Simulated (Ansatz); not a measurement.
Values for one crystal, relaxed and computed with plane-wave PAW r²SCAN (Ansatz code); other levels are named.

```yaml
volume_per_atom: 9.55 Å³
band_gap: 4.74 eV (indirect)
Young's modulus: 412 GPa
conduction_band_minimum: on the Γ–H line, 46 % of the way from Γ (6 equivalent valleys)
zero_point_energy: 115.6 meV/atom
Vibrational entropy at 300 K: 8.2 J/(K·mol of atoms)
Static dielectric constant ε0 (ions relaxed, cell fixed): 8.88
```

### Question
Which compound is it?
A) Ca2BeN2, I4/mmm (Ca on 4e, Be on 2a, N on 4e)
B) SiC, 4H polytype
C) Si3N4, I-43d (N on 16c, Si on 12b)
D) BN, zinc blende

### Answer
C, Si3N4, I-43d (N on 16c, Si on 12b)

The workflow started from an entry of the Crystallography Open Database (COD), which files this formula under 4 space groups. It is not the phase usual at ambient conditions (space group No. 176). The r²SCAN relaxation kept the symmetry of its start; its stability against distortions is not shown here.

Potentials: the earlier of the program's two PAW sets. The files were generated under PBE; for other functionals the program regenerates the frozen cores, and for LDA and PBEsol the local potential too.
